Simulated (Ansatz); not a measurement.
## InRh: zone-centre modes under pressure

InRh, Pm-3m, a = 3.162 Å. The structure is a COD entry; whether it is the stable form wasn't checked. Ansatz: LDA, PAW, 420 eV, Γ-centred 14×14×14 mesh on 2 atoms, Fermi-Dirac smearing 0.15 eV; no spin polarisation. Cell and atoms are relaxed at each pressure with the symmetry kept; optical modes at Γ by linear response, in cm⁻¹, the highest.

| P (GPa) | V (Å³/atom) | ω1 |
| --- | --- | --- |
| 0 | 15.802 | 183.3 |
| 3 | 15.562 | 190.7 |
| 10 | 15.075 | ? |

Get the mode's Grüneisen parameter γ = −d ln ω/d ln V from the other rows and predict the missing frequency.

ln(V/V0) = 0.0000, -0.0153, -0.0471; a line through ln(ω/ω0) of the 2 known rows gives ω1: γ = 2.587, predicted 207.1, computed 206.0. The miss is 0.5 %, or 5 % of the shift under pressure, so a constant γ serves at that level. In a metal these frequencies hang on the mesh and smearing.